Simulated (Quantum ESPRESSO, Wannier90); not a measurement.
**Wannierisation of TiC (rock salt)**

```xyz
2
Lattice="0.0000 2.1657 2.1657 2.1657 0.0000 2.1657 2.1657 2.1657 0.0000" Properties=species:S:1:pos:R:3 pbc="T T T"
Ti     0.0000     0.0000     0.0000
C      2.1657     2.1657     2.1657
```

Materials Project entry mp-631; symmetrised, unrelaxed at this level. COD (Crystallography Open Database) has an entry of this formula and space group (matched by these alone). Level: PBEsol, no spin polarisation, no spin-orbit coupling; pw.x of Quantum ESPRESSO at 68 Ry with PseudoDojo potentials, 12×12×12 k-points, Wannier90. Density: 12×12×12 mesh, cold smearing 0.01 Ry.

Energies are relative to the Fermi level.

**Bands.** No gap over 0.05 eV opens at the Fermi level at this level of theory. 3 filled groups are cut off by gaps; the highest, bands 5, spans -12.42 to -8.89 eV and is C 2s 63 %, Ti 3d 16 %, Ti 4s 15 %.

**Model.** 13 functions (Ti spd, C sp) from bands 5-26, frozen to 1.50 eV, reach Ω_I = 8.94 Å² and follow pw.x to 1.4 meV rms (states up to 1.0 eV relative to the Fermi level).

**Frozen window.** Edge, Ω_I and misfit go -1.5 eV, 8.91 Å², 29 meV; 0.5 eV, 8.93 Å², 4.1 meV; 1.0 eV, 8.93 Å², 1.7 meV; 1.5 eV, 8.94 Å², 1.4 meV. Ω_I never falls as the edge rises, since each frozen state takes freedom from the choice of the smoothest subspace. The edges under the compared range leave its upper states unfrozen, and their misfit is the largest.

**No window.** Without a frozen window Ω_I drops to 8.28 Å² while the misfit grows to 1200 meV: a small spread is no proof of good bands.

**Outer window.** The setting "only the lowest 19 of the kept bands" raises Ω_I to 10.21 Å², as fewer states are left to mix in, and the misfit goes to 0.5 meV.
